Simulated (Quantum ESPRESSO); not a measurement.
# Si2PO5N: finding a planted mistake in a log

Simulated, not a measurement. The program is pw.x of Quantum ESPRESSO 7.5 (plane-wave density functional theory). The cell is made up: 9 atoms on a quartz lattice, with randomly drawn elements, strain and displacements, not relaxed. PseudoDojo standard norm-conserving files (v0.5 for PBE, v0.4.1 for LDA and PBEsol) set the functional; there is no spin polarisation, spin-orbit coupling or dispersion term, and the masses in the input are unused placeholders.

Intended input:

```
&control calculation='scf', pseudo_dir='./dojo.nc.sr.pbe.v0_5.standard.upf', outdir='./o', disk_io='low', tprnfor=.true., tstress=.true. /
&system ibrav=0, nat=9, ntyp=4, nbnd=30, ecutwfc=84.00895049, nosym=.true., tot_charge=0,
 occupations='smearing', smearing='fd', degauss=0.0018374661
/
&electrons conv_thr=7.350e-09, electron_maxstep=60, /
ATOMIC_SPECIES
N 1.0 N.upf
O 1.0 O.upf
P 1.0 P.upf
Si 1.0 Si.upf
CELL_PARAMETERS angstrom
5.1131 0.0 0.0
-2.5565 4.4281 0.0
0.0 0.0 5.6432
ATOMIC_POSITIONS angstrom
Si 2.4396 -0.0272 3.7645
Si -1.1747 2.0319 1.8329
P 1.3356 2.3477 0.0053
O 1.3536 1.1925 4.4507
O 3.3558 0.6504 2.5251
O 2.852 2.6242 0.5621
O 0.3091 1.8056 1.205
O -1.1192 3.2607 3.1355
N 0.8451 3.7413 5.0238
K_POINTS automatic
5 5 4 1 1 1
```

The log is shortened where brackets say so; the opening notice, blank lines, dates and the lines on written files are dropped, and the path of the files is cut. It prints rydbergs, bohrs and kilobars, and counts compression as positive stress. Where no state is partly filled, the Fermi energy that it prints is only some level between the filled and the empty states on the mesh, and need not lie in the true gap.

Log of the intended run:

```
     Program PWSCF v.7.5
     Parallel version (MPI & OpenMP), running on       4 processor cores
     Number of MPI processes:                 4
     Threads/MPI process:                     1
     [start-up lines left out]
     bravais-lattice index     =            0
     lattice parameter (alat)  =       9.6624  a.u.
     unit-cell volume          =     862.2312 (a.u.)^3
     number of atoms/cell      =            9
     number of atomic types    =            4
     number of electrons       =        48.00
     number of Kohn-Sham states=           30
     kinetic-energy cutoff     =      84.0090  Ry
     charge density cutoff     =     336.0358  Ry
     scf convergence threshold =      7.3E-09
     mixing beta               =       0.7000
     number of iterations used =            8  plain     mixing
     Exchange-correlation= PBE
                           (   1   4   3   4   0   0   0)
     [axes and pseudopotential details left out]
   Cartesian axes
     site n.     atom                  positions (alat units)
         1        Si     tau(   1) = (   0.4771274  -0.0053197   0.7362461  )
         2        Si     tau(   2) = (  -0.2297432   0.3973910   0.3584714  )
         3        P      tau(   3) = (   0.2612114   0.4591539   0.0010366  )
         4        O      tau(   4) = (   0.2647318   0.2332245   0.8704504  )
         5        O      tau(   5) = (   0.6563142   0.1272027   0.4938491  )
         6        O      tau(   6) = (   0.5577829   0.5132307   0.1099333  )
         7        O      tau(   7) = (   0.0604526   0.3531322   0.2356692  )
         8        O      tau(   8) = (  -0.2188887   0.6377149   0.6132288  )
         9        N      tau(   9) = (   0.1652813   0.7317087   0.9825351  )
     number of k points=    50  Fermi-Dirac smearing, width (Ry)=  0.0018
                       cart. coord. in units 2pi/alat
        k(    1) = (   0.1000000   0.1732030   0.1132580), wk =   0.0400000
        k(    2) = (   0.1000000   0.1732030   0.3397740), wk =   0.0400000
     [further k points left out]
     Dense  grid:    89619 G-vectors     FFT dimensions: (  60,  60,  64)
     Estimated max dynamical RAM per process >     181.50 MB
     Estimated total dynamical RAM >     660.36 MB
     Initial potential from superposition of free atoms
     starting charge      47.9986, renormalised to      48.0000
     Starting wfcs are   36 randomized atomic wfcs
     total cpu time spent up to now is        2.2 secs
     per-process dynamical memory:   137.4 Mb
     Self-consistent Calculation
     iteration #  1     ecut=    84.01 Ry     beta= 0.70
     Davidson diagonalization with overlap
     ethr =  1.00E-02,  avg # of iterations =  3.0
     total cpu time spent up to now is        5.5 secs
     total energy              =    -216.38142510 Ry
     estimated scf accuracy    <       2.40463454 Ry
     iteration #  2     ecut=    84.01 Ry     beta= 0.70
     Davidson diagonalization with overlap
     ethr =  5.01E-03,  avg # of iterations =  3.0
     total cpu time spent up to now is        8.7 secs
     total energy              =    -217.04007578 Ry
     estimated scf accuracy    <       2.06191805 Ry
     [iterations 3 to 10 left out]
     iteration # 11     ecut=    84.01 Ry     beta= 0.70
     Davidson diagonalization with overlap
     ethr =  5.12E-10,  avg # of iterations =  3.8
     total cpu time spent up to now is       35.8 secs
     total energy              =    -217.42858995 Ry
     estimated scf accuracy    <       0.00000003 Ry
     iteration # 12     ecut=    84.01 Ry     beta= 0.70
     Davidson diagonalization with overlap
     ethr =  5.72E-11,  avg # of iterations =  2.0
     total cpu time spent up to now is       38.5 secs
     End of self-consistent calculation
     [lines on levels left out]
     the Fermi energy is     4.0569 ev
!    total energy              =    -217.42858995 Ry
     estimated scf accuracy    <          6.9E-09 Ry
     smearing contrib. (-TS)   =      -0.00000000 Ry
     internal energy E=F+TS    =    -217.42858995 Ry
     The total energy is F=E-TS. E is the sum of the following terms:
     one-electron contribution =    -102.10735146 Ry
     hartree contribution      =      74.89556737 Ry
     xc contribution           =     -58.55805910 Ry
     ewald contribution        =    -131.65874676 Ry
     convergence has been achieved in  12 iterations
     Forces acting on atoms (cartesian axes, Ry/au):
     atom    1 type  4   force =     0.01514381   -0.01248501    0.06481572
     atom    2 type  4   force =    -0.07043037    0.06753346    0.07016010
     atom    3 type  3   force =    -0.02631212    0.07893581   -0.10939732
     atom    4 type  2   force =     0.04577151    0.00526707    0.05347936
     atom    5 type  2   force =    -0.00767762    0.03749904    0.00292569
     atom    6 type  2   force =    -0.01944441   -0.06590399    0.05853569
     atom    7 type  2   force =     0.06832282    0.00283382   -0.04528691
     atom    8 type  2   force =    -0.00404135   -0.06529700   -0.10857358
     atom    9 type  1   force =    -0.00133228   -0.04838321    0.01334126
     Total force =     0.279000     Total SCF correction =     0.000097
     Computing stress (Cartesian axis) and pressure
          total   stress  (Ry/bohr**3)                   (kbar)     P=     -169.27
  -0.00095044   0.00005165  -0.00001458         -139.81        7.60       -2.14
   0.00005165  -0.00117919  -0.00011728            7.60     -173.47      -17.25
  -0.00001458  -0.00011728  -0.00132230           -2.14      -17.25     -194.52
     init_run     :      2.12s CPU      2.18s WALL (       1 calls)
     electrons    :     36.21s CPU     36.34s WALL (       1 calls)
     forces       :      0.59s CPU      0.59s WALL (       1 calls)
     stress       :      1.91s CPU      1.91s WALL (       1 calls)
     [timing details left out]
     PWSCF        :     40.88s CPU     41.09s WALL
     JOB DONE.
```

A second run was made from an input with one planted mistake. Its log:

```
     Program PWSCF v.7.5
     Parallel version (MPI & OpenMP), running on       4 processor cores
     Number of MPI processes:                 4
     Threads/MPI process:                     1
     [start-up lines left out]
     bravais-lattice index     =            0
     lattice parameter (alat)  =       9.6624  a.u.
     unit-cell volume          =     862.2312 (a.u.)^3
     number of atoms/cell      =            9
     number of atomic types    =            4
     number of electrons       =        48.00
     number of Kohn-Sham states=           30
     kinetic-energy cutoff     =      84.0090  Ry
     charge density cutoff     =     336.0358  Ry
     scf convergence threshold =      7.3E-09
     mixing beta               =       0.7000
     number of iterations used =            8  plain     mixing
     Exchange-correlation= SLA  PW   NOGX NOGC
                           (   1   4   0   0   0   0   0)
     [axes and pseudopotential details left out]
   Cartesian axes
     site n.     atom                  positions (alat units)
         1        Si     tau(   1) = (   0.4771274  -0.0053197   0.7362461  )
         2        Si     tau(   2) = (  -0.2297432   0.3973910   0.3584714  )
         3        P      tau(   3) = (   0.2612114   0.4591539   0.0010366  )
         4        O      tau(   4) = (   0.2647318   0.2332245   0.8704504  )
         5        O      tau(   5) = (   0.6563142   0.1272027   0.4938491  )
         6        O      tau(   6) = (   0.5577829   0.5132307   0.1099333  )
         7        O      tau(   7) = (   0.0604526   0.3531322   0.2356692  )
         8        O      tau(   8) = (  -0.2188887   0.6377149   0.6132288  )
         9        N      tau(   9) = (   0.1652813   0.7317087   0.9825351  )
     number of k points=    50  Fermi-Dirac smearing, width (Ry)=  0.0018
                       cart. coord. in units 2pi/alat
        k(    1) = (   0.1000000   0.1732030   0.1132580), wk =   0.0400000
        k(    2) = (   0.1000000   0.1732030   0.3397740), wk =   0.0400000
     [further k points left out]
     Dense  grid:    89619 G-vectors     FFT dimensions: (  60,  60,  64)
     Estimated max dynamical RAM per process >     181.50 MB
     Estimated total dynamical RAM >     660.36 MB
     Initial potential from superposition of free atoms
     starting charge      47.9987, renormalised to      48.0000
     Starting wfcs are   36 randomized atomic wfcs
     total cpu time spent up to now is        2.3 secs
     per-process dynamical memory:   137.4 Mb
     Self-consistent Calculation
     iteration #  1     ecut=    84.01 Ry     beta= 0.70
     Davidson diagonalization with overlap
     ethr =  1.00E-02,  avg # of iterations =  3.0
     total cpu time spent up to now is        5.5 secs
     total energy              =    -216.26385942 Ry
     estimated scf accuracy    <       2.36247123 Ry
     iteration #  2     ecut=    84.01 Ry     beta= 0.70
     Davidson diagonalization with overlap
     ethr =  4.92E-03,  avg # of iterations =  3.0
     total cpu time spent up to now is        8.6 secs
     total energy              =    -216.90411812 Ry
     estimated scf accuracy    <       2.21418777 Ry
     [iterations 3 to 11 left out]
     iteration # 12     ecut=    84.01 Ry     beta= 0.70
     Davidson diagonalization with overlap
     ethr =  5.87E-11,  avg # of iterations =  2.0
     total cpu time spent up to now is       38.2 secs
     total energy              =    -217.32236781 Ry
     estimated scf accuracy    <       0.00000001 Ry
     iteration # 13     ecut=    84.01 Ry     beta= 0.70
     Davidson diagonalization with overlap
     ethr =  2.23E-11,  avg # of iterations =  2.0
     total cpu time spent up to now is       40.7 secs
     End of self-consistent calculation
     [lines on levels left out]
     the Fermi energy is     3.6067 ev
!    total energy              =    -217.32236781 Ry
     estimated scf accuracy    <          1.4E-09 Ry
     smearing contrib. (-TS)   =      -0.00000000 Ry
     internal energy E=F+TS    =    -217.32236781 Ry
     The total energy is F=E-TS. E is the sum of the following terms:
     one-electron contribution =    -102.09531298 Ry
     hartree contribution      =      74.19274428 Ry
     xc contribution           =     -57.76105235 Ry
     ewald contribution        =    -131.65874676 Ry
     convergence has been achieved in  13 iterations
     Forces acting on atoms (cartesian axes, Ry/au):
     atom    1 type  4   force =     0.01157440   -0.01387883    0.06002526
     atom    2 type  4   force =    -0.06600820    0.06149495    0.06873513
     atom    3 type  3   force =    -0.02367538    0.07833331   -0.10838322
     atom    4 type  2   force =     0.05587438    0.00988418    0.06274552
     atom    5 type  2   force =    -0.01190228    0.04801796    0.00830942
     atom    6 type  2   force =    -0.03054381   -0.07584444    0.06161043
     atom    7 type  2   force =     0.05957451    0.01434967   -0.05211913
     atom    8 type  2   force =     0.01061345   -0.06053531   -0.10994934
     atom    9 type  1   force =    -0.00550708   -0.06182149    0.00902592
     Total force =     0.285765     Total SCF correction =     0.000047
     Computing stress (Cartesian axis) and pressure
          total   stress  (Ry/bohr**3)                   (kbar)     P=     -235.94
  -0.00141382   0.00002988  -0.00000231         -207.98        4.40       -0.34
   0.00002988  -0.00162876  -0.00011312            4.40     -239.60      -16.64
  -0.00000231  -0.00011312  -0.00176903           -0.34      -16.64     -260.23
     init_run     :      2.15s CPU      2.21s WALL (       1 calls)
     electrons    :     38.30s CPU     38.42s WALL (       1 calls)
     forces       :      0.60s CPU      0.61s WALL (       1 calls)
     stress       :      2.00s CPU      2.00s WALL (       1 calls)
     [timing details left out]
     PWSCF        :     43.12s CPU     43.32s WALL
     JOB DONE.
```

Question: what was wrong in the second input?

Answer: the files are those of another functional. The input lines that differ, file-writing options aside:

```
- &control calculation='scf', pseudo_dir='./dojo.nc.sr.pbe.v0_5.standard.upf', outdir='./o', disk_io='low', tprnfor=.true., tstress=.true. /
+ &control calculation='scf', pseudo_dir='./dojo.nc.sr.lda.v0_4_1.standard.upf', outdir='./o', disk_io='low', tprnfor=.true., tstress=.true. /
```

|  | intended run | run with the mistake |
| --- | --- | --- |
| free energy (eV) | -2958.267 | -2956.821 |
| smearing term -TS (eV) | 0.0000 | 0.0000 |
| pressure (GPa) | -16.93 | -23.59 |
| largest force component (eV/Å) | 2.813 | 2.827 |
| largest change of a force component (eV/Å) |  | 0.377 |
| iterations | 12 | 13 |

For scale, a rerun of the intended cell at a cutoff of 1437 eV and k mesh 7 x 7 x 6 moved values by no more than 0.003 eV in energy, 0.03 GPa in stress and 0.002 eV/Å in force. Files of another functional have another zero of energy, so the energy change says nothing on stability.